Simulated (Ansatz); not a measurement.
Input:

TaAs (NbAs type, space group I4_1md)

```yaml
crystal:
  lattice:
    - [-1.73153, 1.73153, 5.86650]
    - [1.73153, -1.73153, 5.86650]
    - [1.73153, 1.73153, -5.86650]
  atoms:
    - { symbol: Ta, position: [0.99912, 0.99912, 0.00000] }
    - { symbol: Ta, position: [0.74912, 0.24912, 0.50000] }
    - { symbol: As, position: [0.41688, 0.41688, 0.00000] }
    - { symbol: As, position: [0.16688, 0.66688, 0.50000] }
```

In this cell atom 4 (As, nearest neighbour Ta at 2.622 Å; its periodic images, 3.5 Å or more away, move with it) is moved by s along Cartesian [110], unit vector (0.707, 0.707, 0.000); all other atoms and the cell stay fixed.

The numbers are results of PBE (plane waves to 420 eV, PAW, scalar-relativistic; Ansatz, a first-principles code), not measurements. k mesh 15×15×15 (Γ-centred), Fermi-Dirac smearing 0.05 eV. E stands for the smeared free energy. With partly filled bands, energies and forces of such displacements shift with the k mesh and the smearing. At this level the bands of TaAs touch or barely overlap. Spin-orbit coupling is left out, though Ta is heavy. TaAs is run without spin polarisation. TaAs was relaxed with its symmetry unable to fall. The zero of ΔE is the undisplaced structure.

The scan covers s from -0.260 to 0.260 Å in 11 points.

Question: Is this a single well or a double well?

Answer: A single well with its minimum at or next to zero displacement.

Question: Is the energy the same for equal positive and negative displacements?

Answer: Even: the same for both signs. With its periodic images moving along, the atom's site symmetry in this cell is mm2.

Question: What is the force constant k = d²E/ds² of this move at s = 0?

Answer: 11.9 eV/Å².

(A displaced cell: forces are minus the slopes of the energy, force constants its curvatures, and phonons follow from these.)
